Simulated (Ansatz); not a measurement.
Space group P-31c (No. 163). a = 5.053 Å, b = 5.053 Å, c = 9.371 Å, α = 90.00°, β = 90.00°, γ = 120.00°
```
atom site symmetry x y z
  Ti   12i         1  0.6681  0.0041  0.1195
   O    2d       3.2  0.3333  0.6667  0.7500
```

Equation of state of this Ti6O structure (not necessarily the ground state), with shape and atoms relaxed at each volume where symmetry leaves them free. It has no gap at any of these volumes. All numbers below come from DFT PBEsol, scalar-relativistic, plane waves, PAW in Ansatz 0.2.0.

Cutoff 420 eV; k points 12×12×4 on the computed 14-atom cell (Γ-centred); Gaussian smearing, width 0.10 eV; no spin polarisation.

```csv
V (Å³/atom),E − E(largest V) (meV/atom),P (GPa)
13.026,92.61,22.91
13.470,39.15,15.88
13.915,3.83,9.80
14.359,-15.78,4.53
14.803,-21.77,-0.05
15.247,-15.98,-4.01
15.691,0.00,-7.42
```

**Question.** Fit a third-order Birch–Murnaghan equation to E(V).

**Answer.** V0 = 14.80 Å³/atom, B0 = 142 GPa, B0' = 3.7.

Spin polarisation was left out, and a magnetic state may lie lower.

Cost: 7 runs of about 100 core-minutes in all, on AMD EPYC (Zen 3) (shared hosts).